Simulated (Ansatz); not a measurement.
**CsCl-type YSe**

Computed with Ansatz (plane waves, PAW, 420 eV cutoff): PBEsol, scalar-relativistic, no spin polarisation, Γ-centred 10×10×10 mesh, 0.05 eV Gaussian smearing; PAW files: Ansatz's generated set soft_2.

```cif
data_structure
_symmetry_space_group_name_H-M 'Pm-3m'
_symmetry_Int_Tables_number 221
_cell_length_a 3.4981
_cell_length_b 3.4981
_cell_length_c 3.4981
_cell_angle_alpha 90.000
_cell_angle_beta 90.000
_cell_angle_gamma 90.000
_cell_volume 42.81
loop_
_atom_site_label
_atom_site_type_symbol
_atom_site_symmetry_multiplicity
_atom_site_Wyckoff_symbol
_atom_site_fract_x
_atom_site_fract_y
_atom_site_fract_z
_atom_site_occupancy
Y1 Y 1 a 0.00000 0.00000 0.00000 1
Se1 Se 1 b 0.50000 0.50000 0.50000 1
```

The start was a prototype's sites filled with these elements. The Crystallography Open Database lists the compound in space group Fm-3m (rock salt), so this is a trial structure.

The cell above was scaled in volume, its shape and atoms being fixed by the lattice's symmetry. Energies are counted from the cell above.

The cell is relaxed to zero pressure at this level.

| V (Å³/atom) | ΔE (meV/atom) | P (GPa) |
| --- | --- | --- |
| 20.55 | 9.8 | 3.9 |
| 20.98 | 2.3 | 1.8 |
| 21.40 | 0.0 | 0.0 |
| 21.83 | ? | ? |
| 22.26 | 8.9 | -3.1 |

**Question.** Fill in the withheld row.

**Answer.** ΔE (meV/atom): 2.3, P (GPa): -1.7.

**Question.** What do the points give for the equilibrium volume, the bulk modulus and its pressure derivative (third-order Birch–Murnaghan)?

**Answer.** V0 = 21.39 Å³/atom, B0 = 87 GPa, B0′ = 4.5.

B0·V0 = 87.0 GPa × 21.39 Å³ = 11.62 eV/atom sets the scale: near the minimum ΔE ≈ ½ B0 V0 x², with x = V/V0 − 1, and a pressure of 0.9 GPa squeezes the volume by about 1 %. At the ends of the curve: x = −4.0 % predicts 9.1 meV/atom and the run gives 9.8; x = +4.0 % predicts 9.5 meV/atom and the run gives 8.9. Compression costs more and expansion less than the parabola says, since the crystal stiffens as it shrinks; B0′ measures that.

The cell is a metal with an odd number of electrons, and spin polarisation wasn't tried.
